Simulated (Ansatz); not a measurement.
Values for one crystal, relaxed and computed with PBE in the plane-wave PAW code Ansatz; other levels are named.

```yaml
volume_per_atom: 26.52 Å³
band_gap: 1.14 eV (indirect)
conduction_band_minimum: at L (3 equivalent valleys)
Hole effective mass, band 1 of 2 at the edge: 0.43 along x, 15 along z (mₑ)
valence_band_maximum: at Γ
electron_effective_mass: 0.30, 1.5, 3.5 mₑ (principal values)
smallest_direct_gap_on_the_standard_path: 1.69 eV
```

### Question
Which compound is it?
(A) PtSe2, CdI2 type
(B) ZrS2, CdI2 type
(C) PtS2, CdI2 type
(D) ZrO2, fluorite

### Answer
B, ZrS2, CdI2 type

Space group P-3m1 (CdI2 type). The cell was relaxed with PBE under the symmetry of its start. No spin polarisation was allowed. The volume lies over 15 % above that of the usual cell of this phase: another minimum, or an error of the functional. A crystal of weakly bound layers computed without a dispersion correction: the cell and the soft elastic constants depend strongly on that. Spin–orbit coupling is left out wherever it is not named.

Potentials: the later of the program's two PAW sets.
